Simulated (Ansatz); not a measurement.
CdF₂:
```
CdF2
1.0
    0.00000     2.74074     2.74074
    2.74074     0.00000     2.74074
    2.74074     2.74074     0.00000
Cd F
1 2
Direct
  0.00000   0.00000   0.00000
  0.25000   0.25000   0.25000
  0.75000   0.75000   0.75000
```

Relaxed with PBE.

**Question.** Give the Bader charges and basin volumes of the independent atoms, PBE (plane waves, PAW; program Ansatz).

**Answer.** 

| atom | Bader charge (e) | Bader volume (Å³) |
|---|---|---|
| Cd1 | +1.48 | 14.5 |
| F2 | -0.74 | 13.3 |

Space group Fm-3m (fluorite). Symmetry was held in the PBE relaxation.

Potentials: the later of the program's two PAW sets.
